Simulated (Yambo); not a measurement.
Ba3ZnN2O (space group P4/mmm, No. 123), G0W0@PBEsol in Yambo with this input:

```
rim_cut
gw0
dyson
el_el_corr
HF_and_locXC
ppa
em1d
RandQpts= 1000000
RandGvec= 1 Ry
EXXRLvcs= 84 Ry
VXCRLvcs= 336 Ry
Chimod= "HARTREE"
% BndsRnXp
 5 | 235 |
%
NGsBlkXp= 7 Ry
% LongDrXp
 1.0 | 1.0 | 1.0 |
%
PPAPntXp= 27.2114 eV
% GbndRnge
 1 | 235 |
%
GTermKind= "BG"
DysSolver= "n"
ExtendOut
```

On a 4×4×1 mesh, with wavefunctions cut at 84 Ry, the gap (Γ → Γ) is 1.423 eV and the valence edge shifts by -0.246 eV.

What happens with this change: 3 Ry block?

The gap falls by 0.194 eV, to 1.229 eV; the shift of the valence edge becomes -0.070 eV. Neither run is shown to be the converged limit. The mesh misses a band edge: along a dense path the PBEsol gap is 0.48 eV against 0.84 eV on the mesh.

Geometry of the Materials Project entry, not relaxed at this level; primitive cell a = 4.150 Å, b = 4.150 Å, c = 9.293 Å, α = 90.00°, β = 90.00°, γ = 90.00°.

The structure is a Materials Project entry; no match was found in the copy of COD used, and its stability was not checked.

A shift is the quasiparticle energy of the state minus its PBEsol energy.
